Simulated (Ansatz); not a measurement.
Bi2TeO2:
```cif
data_Bi4O4Te2
_chemical_formula_sum 'Bi4 Te2 O4'
_space_group_name_H-M_alt 'I4/mmm'
_space_group_IT_number 139
_space_group_name_Hall '-I 4 2'
_cell_length_a 3.96714
_cell_length_b 3.96714
_cell_length_c 12.62527
_cell_angle_alpha 90.000
_cell_angle_beta 90.000
_cell_angle_gamma 90.000
loop_
_atom_site_label
_atom_site_type_symbol
_atom_site_symmetry_multiplicity
_atom_site_Wyckoff_symbol
_atom_site_fract_x
_atom_site_fract_y
_atom_site_fract_z
_atom_site_occupancy
Bi1 Bi 4 e 0.00000 0.00000 0.15242 1
Te1 Te 2 b 0.00000 0.00000 0.50000 1
O1 O 4 d 0.00000 0.50000 0.25000 1
```
(The calculation used a cell of 5 atoms; values per cell refer to that cell.)

Relaxed with PBEsol.

**Question.** Which orbitals make up the states near the Fermi level in the program Ansatz at the PBEsol level (PAW)?

**Answer.** Within 0.5 eV of the Fermi level: Te 5p 71 %, Bi 6p 18 %, O 2p 5 %. Projections are on Löwdin-orthogonalised atomic valence shells; empty p or d shells of many metals are not among them.

**Question.** Tabulate the density of states.

**Answer.** States/eV per cell of 5 atoms, in 0.25 eV bins, energy from the Fermi level.

| E (eV) | total | O 2p | Bi 6p | Te 5p |
|---|---|---|---|---|
| -7.85 | 0.04 | 0.00 | 0.00 | 0.00 |
| -7.60 | 0.00 | 0.00 | 0.00 | 0.00 |
| -7.35 | 0.00 | 0.00 | 0.00 | 0.00 |
| -7.10 | 0.00 | 0.00 | 0.00 | 0.00 |
| -6.85 | 0.00 | 0.00 | 0.00 | 0.00 |
| -6.60 | 0.68 | 0.40 | 0.22 | 0.05 |
| -6.35 | 3.16 | 1.77 | 0.99 | 0.25 |
| -6.10 | 3.74 | 2.28 | 1.06 | 0.21 |
| -5.85 | 2.56 | 1.55 | 0.74 | 0.17 |
| -5.60 | 2.42 | 1.52 | 0.69 | 0.13 |
| -5.35 | 2.41 | 1.51 | 0.66 | 0.15 |
| -5.10 | 2.25 | 1.35 | 0.64 | 0.15 |
| -4.85 | 3.08 | 1.86 | 0.84 | 0.24 |
| -4.60 | 3.36 | 2.04 | 0.87 | 0.31 |
| -4.35 | 3.91 | 2.48 | 0.90 | 0.28 |
| -4.10 | 3.62 | 2.38 | 0.77 | 0.22 |
| -3.85 | 2.88 | 1.93 | 0.56 | 0.22 |
| -3.60 | 2.69 | 1.84 | 0.48 | 0.22 |
| -3.35 | 4.05 | 2.83 | 0.67 | 0.25 |
| -3.10 | 3.57 | 2.70 | 0.44 | 0.19 |
| -2.85 | 2.87 | 2.20 | 0.26 | 0.23 |
| -2.60 | 2.79 | 1.84 | 0.14 | 0.67 |
| -2.35 | 1.45 | 0.36 | 0.12 | 0.87 |
| -2.10 | 1.68 | 0.35 | 0.16 | 1.04 |
| -1.85 | 3.20 | 0.73 | 0.30 | 1.90 |
| -1.60 | 4.87 | 1.12 | 0.43 | 2.85 |
| -1.35 | 4.45 | 0.90 | 0.29 | 2.83 |
| -1.10 | 1.95 | 0.39 | 0.14 | 1.20 |
| -0.85 | 2.14 | 0.36 | 0.17 | 1.39 |
| -0.60 | 1.19 | 0.14 | 0.08 | 0.89 |
| -0.35 | 0.69 | 0.04 | 0.03 | 0.59 |
| -0.10 | 0.37 | 0.01 | 0.02 | 0.33 |
| 0.15 | 0.10 | 0.00 | 0.07 | 0.01 |
| 0.40 | 0.19 | 0.01 | 0.13 | 0.02 |
| 0.65 | 0.43 | 0.03 | 0.28 | 0.04 |
| 0.90 | 0.71 | 0.07 | 0.45 | 0.07 |
| 1.15 | 1.14 | 0.13 | 0.69 | 0.12 |
| 1.40 | 1.73 | 0.20 | 1.08 | 0.15 |
| 1.65 | 2.40 | 0.29 | 1.53 | 0.19 |
| 1.90 | 2.47 | 0.37 | 1.56 | 0.17 |
| 2.15 | 3.07 | 0.48 | 1.99 | 0.17 |
| 2.40 | 3.80 | 0.66 | 2.44 | 0.23 |
| 2.65 | 3.37 | 0.52 | 2.19 | 0.27 |
| 2.90 | 2.37 | 0.36 | 1.53 | 0.21 |
| 3.15 | 2.37 | 0.40 | 1.50 | 0.20 |
| 3.40 | 2.78 | 0.40 | 1.79 | 0.29 |
| 3.65 | 3.25 | 0.50 | 2.10 | 0.35 |
| 3.90 | 3.19 | 0.53 | 1.98 | 0.36 |
| 4.15 | 2.39 | 0.38 | 1.46 | 0.31 |
| 4.40 | 3.16 | 0.45 | 1.83 | 0.48 |
| 4.65 | 4.00 | 0.56 | 2.28 | 0.66 |
| 4.90 | 3.24 | 0.51 | 1.85 | 0.50 |

The workflow started from a Materials Project entry (that database holds measured and hypothetical structures alike); the Crystallography Open Database copy checked does not list it. Whether it is the stable phase at ambient conditions was not checked. The PBEsol relaxation kept the symmetry of its start; of distortions, only those at the zone centre were tested. A small band overlap can be real or an error of a semilocal functional. Scalar-relativistic: spin–orbit coupling is off unless named, which matters more the heavier the elements.

Potentials: the later of the program's two PAW sets.
